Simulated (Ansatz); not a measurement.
SiO$_{2}$:
Space group P3₂21 (No. 154); a = 4.9201 Å, b = 4.9201 Å, c = 5.4160 Å, α = 90.00°, β = 90.00°, γ = 120.00°

| atom | site | symmetry | x | y | z |
|---|---|---|---|---|---|
| Si | 3a | .2. | 0.5311 | 0.5311 | 0.0000 |
| O | 6c | 1 | 0.2692 | 0.4131 | 0.2156 |

Relaxed with r²SCAN.

**Question.** Give the optical modes at the zone centre with their infrared and Raman activity from DFPT, DFT-r²SCAN in the program Ansatz with PAW potentials.

**Answer.** Transverse frequencies, without the LO–TO term; a row sums one degenerate level.

```
ω (cm⁻¹)  degeneracy  IR ((D/Å)²/amu)  Raman (Å⁴/amu)  activity  symmetry
--------  ----------  ---------------  --------------  --------  --------
130                2             0.00            0.61     Raman         E
213                1             0.00             5.1     Raman        A1
264                2             0.40            0.30  IR+Raman         E
353                1             0.00            0.67     Raman        A1
360                1             4.69               0        IR        A2
390                2             5.95            0.46  IR+Raman         E
448                2            16.93            0.60  IR+Raman         E
464                1             0.00              25     Raman        A1
494                1             9.21               0        IR        A2
695                2             1.29            0.71  IR+Raman         E
776                1             3.90               0        IR        A2
796                2             7.62             1.1  IR+Raman         E
1071               2            82.15             1.1  IR+Raman         E
1079               1            43.21               0        IR        A2
1087               1             0.00            0.73     Raman        A1
1164               2             1.30             2.3  IR+Raman         E
```

**Question.** How high does the top mode go among those that the LO–TO term moves?

**Answer.** 1234 cm⁻¹ for q along x, 1234 cm⁻¹ for q along y, 1243 cm⁻¹ for q along z.

Space group P3_221. The cell was relaxed with r²SCAN under the symmetry of its start; phonons on a q-mesh show no instability.

Potentials: the earlier of the program's two PAW sets.
